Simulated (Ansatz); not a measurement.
**Ca: energy along a strain**

Ca, Pm-3m, a = 3.489 Å (as given, not relaxed at this level: -1.2 GPa). This isn't the element's structure at ambient conditions. Ansatz: LDA, PAW, 420 eV, Γ-centred 14×14×14 mesh on 1 atom, Gaussian smearing 0.15 eV; no spin polarisation. Cell vectors (Å): 3.489 0.000 0.000; 0.000 3.489 0.000; 0.000 0.000 3.489. The cell is strained by x per cent times the pattern (1 0 0 0 0 0) in the order xx yy zz yz xz xy (engineering shears), with fractional coordinates held. y is the free energy over the start, V0 = 42.459 Å³/atom.

| x (%) | y (meV/atom) |
| --- | --- |
| -6.00 | 4.83 |
| -4.50 | -1.69 |
| -3.00 | -4.26 |
| -1.50 | ? |
| 0.00 | 0.00 |
| 1.50 | 5.84 |
| 3.00 | 13.73 |
| 4.50 | 23.45 |
| 5.25 | 28.94 |
| 6.00 | 34.81 |

Task: Fit y = c1 x + c2 x² + c3 x³ to the other rows, get the stiffness along the pattern, and predict the missing energy.

Result: Least squares on the rows shown. y = 3.1605 x + 0.54605 x² − 0.018405 x³. The clamped-ion stiffness p·C·p = 2 × 5.461 eV × 160.2 / 42.459 Å³ = 41 GPa, which is C11 in these axes (second derivative at the start, which stands under stress). With a term in x⁴ added, the coefficient of x² becomes 0.5195, 5 % less, which shows how far this figure hangs on the form. At x = -1.50 the fit asked for gives -3.45 meV/atom. The run gave -3.51 meV/atom, so the fit is 0.06 meV/atom too high, within the rms miss on the fitted rows (0.15 meV/atom).